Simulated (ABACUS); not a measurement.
# A series of runs on BaTiO3 (Pm-3m, 5 atoms in the cell; from Materials Project mp-2998, lattice scaled a little)

```yaml
crystal:
  lattice:
    - [3.98644, 0.00000, 0.00000]
    - [0.00000, 3.98644, 0.00000]
    - [0.00000, 0.00000, 3.98644]
  atoms:
    - { symbol: Ba, position: [0.50000, 0.50000, 0.50000] }
    - { symbol: Ti, position: [0.00000, 0.00000, 0.00000] }
    - { symbol: O, position: [0.50000, 0.00000, 0.00000] }
    - { symbol: O, position: [0.00000, 0.50000, 0.00000] }
    - { symbol: O, position: [0.00000, 0.00000, 0.50000] }
```

Base run A: ABACUS with PBE, PseudoDojo 0.5 standard norm-conserving PBE (tails mended) pseudopotentials, self-consistent single point.

Its settings: KPT = Gamma 6 6 6 0 0 0; basis_type = pw; ecutwfc = 84 Ry; smearing_method = gaussian; smearing_sigma = 0.00146997 Ry; potentials = PseudoDojo 0.5 standard norm-conserving PBE (tails mended); symmetry = 1; symmetry_prec = 1e-05; ks_solver = dav_subspace; scf_nmax = 100; scf_thr = 1.0e-09 Ry; mixing_type = pulay.

The structure comes from a collection of computed structures, made at another level of theory; the collection holds predicted forms beside known ones. Its lattice was then scaled.

ΔF is the free energy per atom less that of run A. 

A variant of run A gave: the free energy falls by 1.4 meV/atom, the pressure goes from 3.77 to 0.45 GPa and the gap on the mesh goes from 1.852 to 1.767 eV.

What was changed between the two runs?
A) lattice vector a scaled by 1.02
B) lattice vector a scaled by 0.98
C) lattice vector a scaled by 0.99
D) lattice vector a scaled by 1.01

A, lattice vector a scaled by 1.02. That run gave: ΔF (meV/atom) -1.37; pressure (GPa) 0.45; gap on the mesh (eV) 1.767; k-points 40.

The base and the other variants:

```
change                           ΔF (meV/atom)  pressure (GPa)  gap on the mesh (eV)  k-points
-------------------------------  -------------  --------------  --------------------  --------
base                                      0.00            3.77                 1.852        20
lattice vector a scaled by 0.98           11.3            7.68                 1.850        40
lattice vector a scaled by 0.99            4.3            5.65                 1.852        40
lattice vector a scaled by 1.01          -1.81            2.04                 1.809        40
```

“Tails mended”: in these copies of the files the far tail of each local potential was reset to the Coulomb form.
